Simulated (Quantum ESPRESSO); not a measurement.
pw.x input (Quantum ESPRESSO 7.5; LDA, PseudoDojo standard norm-conserving files, scalar-relativistic):

```
&CONTROL
  calculation = 'scf'
  pseudo_dir = './pseudo'
  outdir = './out'
  tprnfor = .true.
  tstress = .true.
/
&SYSTEM
  ibrav = 0
  nat = 2
  ntyp = 2
  ecutwfc = 76.0
  ecutrho = 304.0
  occupations = 'smearing'
  smearing = 'fd'
  degauss = 0.002
  nbnd = 8
/
&ELECTRONS
  conv_thr = 2e-10
/
ATOMIC_SPECIES
B 10.8100 B.upf
P 30.9738 P.upf
CELL_PARAMETERS angstrom
  0.000000000000   2.243509111000   2.243509111000
  2.243509111000   0.000000000000   2.243509111000
  2.243509111000   2.243509111000   0.000000000000
ATOMIC_POSITIONS crystal
B   0.000000000000   0.000000000000   0.000000000000
P   0.750000000000   0.750000000000   0.750000000000
K_POINTS automatic
10 10 10 0 0 0
```

End of the output:

```
     total energy              =     -19.89200675 Ry
     estimated scf accuracy    <       0.00000033 Ry
     total energy              =     -19.89200700 Ry
     estimated scf accuracy    <          3.6E-09 Ry
     total energy              =     -19.89200701 Ry
     estimated scf accuracy    <          5.7E-10 Ry
[...]
     the Fermi energy is     9.9870 ev
!    total energy              =     -19.89200701 Ry
     estimated scf accuracy    <          7.4E-12 Ry
     smearing contrib. (-TS)   =      -0.00000000 Ry
     internal energy E=F+TS    =     -19.89200701 Ry
     The total energy is F=E-TS. E is the sum of the following terms:
     one-electron contribution =       6.79006891 Ry
     hartree contribution      =       1.22633463 Ry
     xc contribution           =      -6.68675814 Ry
     ewald contribution        =     -21.22165240 Ry
     convergence has been achieved in   8 iterations
     Forces acting on atoms (cartesian axes, Ry/au):
     atom    1 type  1   force =     0.00000000   -0.00000000    0.00000000
     atom    2 type  2   force =     0.00000000    0.00000000    0.00000000
     Total force =     0.000000     Total SCF correction =     0.000000
     Computing stress (Cartesian axis) and pressure
          total   stress  (Ry/bohr**3)                   (kbar)     P=       -0.30
  -0.00000201  -0.00000000  -0.00000000           -0.30       -0.00       -0.00
  -0.00000000  -0.00000201  -0.00000000           -0.00       -0.30       -0.00
  -0.00000000  -0.00000000  -0.00000201           -0.00       -0.00       -0.30
```
In a gapped system the printed Fermi energy is only some level inside the gap.

Geometry relaxed with LDA.
